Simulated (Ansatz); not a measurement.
## LuVO₄: relaxation (Ansatz)

Run with:

```bash
ansatz run input.yaml --threads 2 --pin off --max-ram 3584MiB --backend cpu --events-out ev --progress --plain --runs-dir out
```

Input:

```yaml
crystal:
  lattice:
    - [-3.5535854, 3.5535854, 3.17265308]
    - [3.5535854, -3.5535854, 3.17265308]
    - [3.5535854, 3.5535854, -3.17265308]
  atoms:
    - { symbol: Lu, position: [0.875, 0.125, 0.75] }
    - { symbol: Lu, position: [0.125, 0.875, 0.25] }
    - { symbol: V, position: [0.625, 0.375, 0.25] }
    - { symbol: V, position: [0.375, 0.625, 0.75] }
    - { symbol: O, position: [0.6452, 0.2083, 0.4369] }
    - { symbol: O, position: [0.2083, 0.2714, 0.5631] }
    - { symbol: O, position: [0.2714, 0.2083, 0.0631] }
    - { symbol: O, position: [0.2083, 0.6452, 0.9369] }
    - { symbol: O, position: [0.3548, 0.7917, 0.5631] }
    - { symbol: O, position: [0.7917, 0.3548, 0.0631] }
    - { symbol: O, position: [0.7286, 0.7917, 0.9369] }
    - { symbol: O, position: [0.7917, 0.7286, 0.4369] }
  symmetry: { tolerance: 0.0003 }
kpoints:
  mp_grid: { grid: [5, 5, 5], shift: [0, 0, 0] }
magnetization:
  spin_polarized: false
scf:
  occupations: { method: cold, width: 0.0372 }
  lower_state_search: "off"
hamiltonian:
  pseudopotentials: { kind: paw }
  xc: r2scan
basis:
  ecutwfc: 500
  fft_grid_basis: typed
relax:
  max_steps: 80
  cell: { p_target: 0.0 }
  f_tol: 0.03
output:
  forces: true
  stress: true
  eigenvalues: true
  bader: true
  populations: true
  elf: true
  write_potential: true
  volumetric_format: npy
  dos:
    e_range: [-12, 8]
    de: 0.05
    projected: { site_lists: { Lu: [Lu], O: [O], V: [V] } }
checkpoint:
  read: saved_state
```

Origin of the cell: a database entry, scaled a little.

The saved state is a converged single point of the same cell.

Steps («new basis» is an SCF on plane waves selected anew at the same cell):

| step | ΔF (meV/atom) | max force component (eV/Å) | P (GPa) | volume (Å³) | SCF iterations | step was |
| --- | --- | --- | --- | --- | --- | --- |
| 1 | 0.0 | 0.775 | -4.29 | 160.26 | 7 | accepted |
| 2 | -10.6 | 0.386 | 5.31 | 147.53 | 9 | accepted |
| 3 | -23.4 | 0.139 | -0.02 | 153.12 | 9 | accepted |
| 4 | -23.8 | 0.056 | 0.15 | 152.78 | 7 | accepted |
| 5 | -23.9 | 0.043 | 0.23 | 152.84 | 7 | accepted |
| 6 | -23.9 | 0.009 | -0.07 | 152.99 | 6 | accepted |
| 7 | -23.9 | 0.000 | 0.00 | 152.94 | 5 | accepted |
| 8 | -23.5 | 0.001 | 0.02 | 152.94 | 7 | new basis |

Step 1, with forces in eV/Å:

```xyz
12
Lattice="-3.554 3.554 3.173 3.554 -3.554 3.173 3.554 3.554 -3.173" Properties=species:S:1:pos:R:3:forces:R:3 pbc="T T T" step=1
Lu    0.000    5.330    0.793    0.000    0.000    0.000
Lu    3.554   -1.777    2.379    0.000    0.000    0.000
V     0.000    1.777    2.379    0.000    0.000    0.000
V     3.554    1.777    0.793    0.000    0.000    0.000
O     0.000    3.105    1.322    0.000    0.511   -0.775
O     2.225    1.777   -0.265   -0.511    0.000   -0.775
O     0.000    0.448    1.322    0.000   -0.511   -0.775
O     4.882    1.777   -0.265    0.511    0.000   -0.775
O     3.554    0.448    1.851    0.000   -0.511    0.775
O    -1.328    1.777    3.437   -0.511    0.000    0.775
O     3.554    3.105    1.851    0.000    0.511    0.775
O     1.328    1.777    3.437    0.511    0.000    0.775
```

Step 2, with forces in eV/Å:

```xyz
12
Lattice="-3.492 3.492 3.025 3.492 -3.492 3.025 3.492 3.492 -3.025" Properties=species:S:1:pos:R:3:forces:R:3 pbc="T T T" step=2
Lu    0.000    5.238    0.756    0.000    0.000    0.000
Lu    3.492   -1.746    2.268    0.000    0.000    0.000
V     0.000    1.746    2.268    0.000    0.000    0.000
V     3.492    1.746    0.756    0.000    0.000    0.000
O     0.000    3.071    1.201    0.000   -0.386    0.188
O     2.167    1.746   -0.311    0.386    0.000    0.188
O     0.000    0.421    1.201    0.000    0.386    0.188
O     4.817    1.746   -0.311   -0.386    0.000    0.188
O     3.492    0.421    1.823    0.000    0.386   -0.188
O    -1.325    1.746    3.336    0.386    0.000   -0.188
O     3.492    3.071    1.823    0.000   -0.386   -0.188
O     1.325    1.746    3.336   -0.386    0.000   -0.188
```

Step 3, with forces in eV/Å:

```xyz
12
Lattice="-3.507 3.507 3.112 3.507 -3.507 3.112 3.507 3.507 -3.112" Properties=species:S:1:pos:R:3:forces:R:3 pbc="T T T" step=3
Lu    0.000    5.261    0.778    0.000    0.000    0.000
Lu    3.507   -1.754    2.334    0.000    0.000    0.000
V     0.000    1.754    2.334    0.000    0.000    0.000
V     3.507    1.754    0.778    0.000    0.000    0.000
O     0.000    3.070    1.254    0.000    0.015   -0.139
O     2.190    1.754   -0.302   -0.015    0.000   -0.139
O     0.000    0.437    1.254    0.000   -0.015   -0.139
O     4.824    1.754   -0.302    0.015    0.000   -0.139
O     3.507    0.437    1.858    0.000   -0.015    0.139
O    -1.317    1.754    3.415   -0.015    0.000    0.139
O     3.507    3.070    1.858    0.000    0.015    0.139
O     1.317    1.754    3.415    0.015    0.000    0.139
```

Step 4, with forces in eV/Å:

```xyz
12
Lattice="-3.504 3.504 3.110 3.504 -3.504 3.110 3.504 3.504 -3.110" Properties=species:S:1:pos:R:3:forces:R:3 pbc="T T T" step=4
Lu    0.000    5.257    0.778    0.000    0.000    0.000
Lu    3.504   -1.752    2.333    0.000    0.000    0.000
V     0.000    1.752    2.333    0.000    0.000    0.000
V     3.504    1.752    0.778    0.000    0.000    0.000
O     0.000    3.066    1.247    0.000   -0.016   -0.056
O     2.190    1.752   -0.308    0.016    0.000   -0.056
O     0.000    0.438    1.247    0.000    0.016   -0.056
O     4.819    1.752   -0.308   -0.016    0.000   -0.056
O     3.504    0.438    1.863    0.000    0.016    0.056
O    -1.314    1.752    3.418    0.016    0.000    0.056
O     3.504    3.066    1.863    0.000   -0.016    0.056
O     1.314    1.752    3.418   -0.016    0.000    0.056
```

Step 5, with forces in eV/Å:

```xyz
12
Lattice="-3.507 3.507 3.106 3.507 -3.507 3.106 3.507 3.507 -3.106" Properties=species:S:1:pos:R:3:forces:R:3 pbc="T T T" step=5
Lu    0.000    5.261    0.777    0.000    0.000    0.000
Lu    3.507   -1.754    2.330    0.000    0.000    0.000
V     0.000    1.754    2.330    0.000    0.000    0.000
V     3.507    1.754    0.777    0.000    0.000    0.000
O     0.000    3.064    1.239    0.000    0.043   -0.023
O     2.197    1.754   -0.314   -0.043    0.000   -0.023
O     0.000    0.444    1.239    0.000   -0.043   -0.023
O     4.817    1.754   -0.314    0.043    0.000   -0.023
O     3.507    0.444    1.867    0.000   -0.043    0.023
O    -1.310    1.754    3.420   -0.043    0.000    0.023
O     3.507    3.064    1.867    0.000    0.043    0.023
O     1.310    1.754    3.420    0.043    0.000    0.023
```

Step 8, with forces in eV/Å:

```xyz
12
Lattice="-3.508 3.508 3.107 3.508 -3.508 3.107 3.508 3.508 -3.107" Properties=species:S:1:pos:R:3:forces:R:3 pbc="T T T" step=8
Lu    0.000    5.262    0.777    0.000    0.000    0.000
Lu    3.508   -1.754    2.331    0.000    0.000    0.000
V     0.000    1.754    2.331    0.000    0.000    0.000
V     3.508    1.754    0.777    0.000    0.000    0.000
O     0.000    3.065    1.240    0.000    0.001   -0.001
O     2.197    1.754   -0.313   -0.001    0.000   -0.001
O     0.000    0.443    1.240    0.000   -0.001   -0.001
O     4.819    1.754   -0.313    0.001    0.000   -0.001
O     3.508    0.443    1.867    0.000   -0.001    0.001
O    -1.311    1.754    3.421   -0.001    0.000    0.001
O     3.508    3.065    1.867    0.000    0.001    0.001
O     1.311    1.754    3.421    0.001    0.000    0.001
```

```
Free energy lowered by                                                                 : 23.5 meV/atom
Volume change                                                                          : -4.56 %
Final pressure                                                                         : 0.02 GPa
Relaxation steps listed                                                                : 8
Formation energy (elements under the same functional, gases as molecules, uncorrected) : -3.252 eV/atom
```

Caveats: no spin-orbit coupling, though heavy elements are present; the relaxation held the start's symmetry, so the end may be a saddle point.

It ran for 6.1 min on 2 threads of Arm Neoverse N1, with other jobs on the host, peak memory 1 GiB, from a saved density.
